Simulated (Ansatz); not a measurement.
# ⁴³Ca NMR of the central transition in Ca4Al6WO16

Cell: a computed structure from the Materials Project (it need not be an observed phase).

```cif
data_Ca4Al6WO16
_symmetry_space_group_name_H-M 'I-43m'
_symmetry_Int_Tables_number 217
_cell_length_a 9.4602
_cell_length_b 9.4602
_cell_length_c 9.4602
_cell_angle_alpha 90.000
_cell_angle_beta 90.000
_cell_angle_gamma 90.000
loop_
_atom_site_label
_atom_site_type_symbol
_atom_site_symmetry_multiplicity
_atom_site_Wyckoff_symbol
_atom_site_fract_x
_atom_site_fract_y
_atom_site_fract_z
Ca Ca 8 c 0.2490 0.2490 0.7510
Al Al 12 d 0.2500 0.5000 0.0000
W W 2 a 0.0000 0.0000 0.0000
O12 O 24 g 0.9563 0.3466 0.3466
O23 O 8 c 0.3896 0.3896 0.3896
```

One atom of each set is listed; the run and its k-mesh use a cell of 27 atoms with edges of 8.19, 8.19, 8.19 Å.

Method: Kohn–Sham DFT in Ansatz, PBE, plane waves and PAW, scalar-relativistic, 420 eV cutoff, Γ-centred 3×3×3 k-points, Fermi–Dirac smearing 0.02 eV.

⁴³Ca has I = 7/2 and Q = -40.80 mb (Pyykkö 2018); at 9.4 T its Larmor frequency is ν₀ = 27.0 MHz. Only the quadrupole interaction is simulated: positions count from each site's isotropic chemical shift, and J coupling is left out, as are shift anisotropy and dipolar coupling, which fast spinning averages.

Simulated pattern of one Ca site (fast magic-angle spinning, Gaussian broadening 0.08 kHz):

| offset (kHz) | height |
| --- | --- |
| -2.474 | 0 |
| -2.401 | 1 |
| -2.328 | 4 |
| -2.255 | 5 |
| -2.182 | 5 |
| -2.109 | 5 |
| -2.036 | 5 |
| -1.964 | 5 |
| -1.891 | 5 |
| -1.818 | 6 |
| -1.745 | 6 |
| -1.672 | 6 |
| -1.599 | 7 |
| -1.527 | 32 |
| -1.454 | 78 |
| -1.381 | 55 |
| -1.308 | 43 |
| -1.235 | 39 |
| -1.162 | 36 |
| -1.090 | 35 |
| -1.017 | 34 |
| -0.944 | 34 |
| -0.871 | 34 |
| -0.798 | 36 |
| -0.725 | 37 |
| -0.653 | 40 |
| -0.580 | 45 |
| -0.507 | 53 |
| -0.434 | 73 |
| -0.361 | 100 |
| -0.288 | 24 |
| -0.216 | 0 |

(1) Which |C_Q| and η does the pattern imply?

## Answers

(1) The pattern spans 2.04 kHz before broadening and its centre of gravity is at -0.952 kHz, which fixes P_Q; the places of the horns and steps fix η. That gives P_Q = 3.17 MHz, |C_Q| = 3.17 MHz and η = 0.00. The sign of C_Q can't be read from the pattern.

An axis of threefold or higher order runs through Ca, so V_zz lies along it and η is zero.

The largest force is 1.1 eV/Å, so the atoms aren't at the calculated equilibrium and relaxing them would move these values.
